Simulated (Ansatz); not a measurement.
## Phonons of LaSb (Fm-3m)

```yaml
crystal:
  lattice:
    - [0.00000, 3.22652, 3.22652]
    - [3.22652, 0.00000, 3.22652]
    - [3.22652, 3.22652, 0.00000]
  atoms:
    - { symbol: La, position: [0.00000, 0.00000, 0.00000] }
    - { symbol: Sb, position: [0.50000, 0.50000, 0.50000] }
```

Level of theory, where no other is named: PBEsol, all-electron LAPW in Ansatz 0.2.0, scalar-relativistic. k mesh 10×10×10, Fermi-Dirac smearing of 0.080 eV, basis error target 0.5 meV/atom. The cell was relaxed by PAW under this functional.

Atoms are displaced by 0.01 Å in the smallest supercells that hold the wave vectors of a 2×2×2 mesh. Negative values stand for unstable modes.

**Question.** What are the phonon energies at the solved wave vectors, in cm⁻¹?

**Answer.** 

```csv
q,point,modes (cm⁻¹)
0.000 0.000 0.000,Gamma,126.7 (×3)
0.500 0.000 0.000,L,"97.1 (×2), 107.6 (×2), 125.0, 142.2"
0.500 0.500 0.000,X,"58.3 (×2), 76.7, 127.3 (×2), 137.1"
```

**Question.** Is the structure dynamically stable at these wave vectors?

**Answer.** Yes, no mode is unstable there; wave vectors off this mesh aren't tested.

**Question.** How do the optical zone-centre modes decompose, and which are active?

**Answer.** Point group m-3m: Γ_opt = T1u.

```csv
label,cm⁻¹,activity,mostly
T1u,126.7,IR,Sb (53 %)
```

In a metal the activity is that of symmetry alone; free carriers screen the infrared modes.

**Question.** How well do frozen-core PAW files reproduce these all-electron values?

**Answer.** With a cutoff of 420 eV and displacements of 0.0025 Å, the r.m.s. difference over the modes is 0.1 cm⁻¹; the largest difference is 126.6 (PAW) against 126.7 cm⁻¹ (LAPW).

**Question.** The cell is scaled evenly to 65.164 and 69.195 Å³ (from 67.179), with free atoms relaxed and the shape held. What are the mode Grüneisen parameters γ = −d ln ω/d ln V?

**Answer.** For the highest mode, 147.8 cm⁻¹ in the small cell and 137.0 in the large one give γ ≈ 1.26. From the change of the dynamical matrix on each mode:

```tsv
point	cm⁻¹	γ
Gamma	126.7	2.05
L	97.1	2.23
L	107.6	1.65
L	125.0	1.13
L	142.2	1.26
X	58.3	-0.03
X	76.7	-0.28
X	127.3	2.35
X	137.1	2.37
```

Weighted by the modes' heat capacities at 300 K, the mean on this mesh is 1.48; it moves with the q mesh, and a coarse one overweights the zone boundary. Rows under −0.05 (1 here) are modes that soften under compression and pull towards negative thermal expansion.

Caveats: responses of metals move with mesh and smearing; the frozen-core PAW files of the compared runs were fitted under PBE, their cores solved anew for this functional.
